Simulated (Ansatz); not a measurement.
Ag₂S in space group Cmce (No. 64; Ag on 8f, S on 4a) at seven volumes, DFT-PBEsol in the program Ansatz with PAW potentials, shape and atoms relaxed at each. One row is withheld.

```json
[
 {"V (Å³/atom)": "16.147", "P (GPa)": "9.10"},
 {"V (Å³/atom)": "16.679", "P (GPa)": "?"},
 {"V (Å³/atom)": "17.211", "P (GPa)": "2.49"},
 {"V (Å³/atom)": "17.744", "P (GPa)": "0.00"},
 {"V (Å³/atom)": "18.276", "P (GPa)": "-2.08"},
 {"V (Å³/atom)": "18.808", "P (GPa)": "-3.82"},
 {"V (Å³/atom)": "19.341", "P (GPa)": "-5.28"}
]
```

Task: Fit the shown pressures and predict the withheld one.

Result: P = (3/2)B₀(x^(7/2) − x^(5/2))[1 + (3/4)(B′ − 4)(x − 1)] with x = (V₀/V)^(2/3). Least squares on the six rows gives V₀ = 17.743 Å³/atom, B₀ = 76.0 GPa, B′ = 5.05. At V = 16.679, x = 1.0421 and P = 5.50 GPa. The run itself gave 5.49 GPa.

The first step of the workflow began from a Materials Project structure, measured or hypothetical; the Crystallography Open Database copy checked does not list it. COD files the formula under space group No. 4, 14, so this cell is another polymorph or a model. Whether it is the stable phase at ambient conditions was not checked. Symmetry was held in the PBEsol relaxation. At this level the phase is dynamically unstable (imaginary phonons). The run is not spin-polarised.

Potentials: the later of the program's two PAW sets.
